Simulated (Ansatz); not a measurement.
CoGe2 in space group Fddd (No. 70; Ge on 16f, Co on 8a) at seven volumes, the program Ansatz at the PBE level (PAW), shape and atoms relaxed at each. One row is withheld.

```json
[
 {"V (Å³/atom)": "13.075", "P (GPa)": "13.61"},
 {"V (Å³/atom)": "13.506", "P (GPa)": "8.26"},
 {"V (Å³/atom)": "13.937", "P (GPa)": "?"},
 {"V (Å³/atom)": "14.368", "P (GPa)": "0.00"},
 {"V (Å³/atom)": "14.799", "P (GPa)": "-3.13"},
 {"V (Å³/atom)": "15.230", "P (GPa)": "-5.75"},
 {"V (Å³/atom)": "15.661", "P (GPa)": "-7.94"}
]
```

**Question.** Fit the shown pressures and predict the withheld one.

**Answer.** P = (3/2)B₀(x^(7/2) − x^(5/2))[1 + (3/4)(B′ − 4)(x − 1)] with x = (V₀/V)^(2/3). Least squares on the six rows gives V₀ = 14.369 Å³/atom, B₀ = 114 GPa, B′ = 4.96. At V = 13.937, x = 1.0206 and P = 3.75 GPa. The run itself gave 3.77 GPa.

The cell is a constructed one: a structure type filled with these elements; neither database checked (COD, Materials Project) lists it. Whether it is the stable phase at ambient conditions was not checked. The cell was relaxed with PBE under the symmetry of its start; its stability against distortions is not shown here. The workflow began spin-polarised and lost its moments.

Potentials: the later of the program's two PAW sets.
